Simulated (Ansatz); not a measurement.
An Ansatz (a program for electronic structure) input:

Ansatz 0.2 input:
```yaml
crystal:
  lattice:
    - [2.8477058089, 0.0, 0.0]
    - [0.0, 2.8477058089, 0.0]
    - [0.0, 0.0, 5.2357190595]
  atoms:
    - { symbol: Si, position: [0.5, 0.5, 0.720912398] }
    - { symbol: Si, position: [0.5, 0.5, 0.279087602] }
    - { symbol: Ru, position: [0.0, 0.0, 0.0] }
kpoints:
  mp_grid: { grid: [11, 11, 6] }
  band_path:
    path:
      - [[0.0, 0.0, 0.0], [0.0, 0.5, 0.0], [0.5, 0.5, 0.0], [0.0, 0.0, 0.0], [0.0, 0.0, 0.5], [0.0, 0.5, 0.5], [0.5, 0.5, 0.5], [0.0, 0.0, 0.5]]  # Γ-X-M-Γ-Z-R-A-Z
      - [[0.0, 0.5, 0.0], [0.0, 0.5, 0.5]]  # X-R
      - [[0.5, 0.5, 0.0], [0.5, 0.5, 0.5]]  # M-A
    npoints: 8
basis: { xc_grid: 2 }
hamiltonian:
  xc: pbesol
  pseudopotentials: { kind: paw }
magnetization: { noncollinear: true, spin_orbit: true }
scf:
  n_extra_bands: 12
  convergence: { dr2_threshold: 0.0000000001 }
  occupations: { method: gaussian, width: 0.05 }
output: { eigenvalues: true }
```

**Question.** How many symmetry operations and irreducible k-points will the run report?

**Answer.** 16 operations, 84 of 726 k-points.

**Question.** With a cutoff of 420 eV, how many plane waves at Γ?

**Answer.** 813.

It took roughly 30 core-seconds on shared server cores.

Space group P4/mmm. The first step of the workflow began from a Materials Project structure, measured or hypothetical; the Crystallography Open Database copy checked does not list it. Whether it is the stable phase at ambient conditions was not checked. Symmetry was held in the PBEsol relaxation; whether a distortion lowers the energy is not shown. The run is not spin-polarised.

Potentials: the later of the program's two PAW sets.

Ansatz is a plane-wave DFT program.
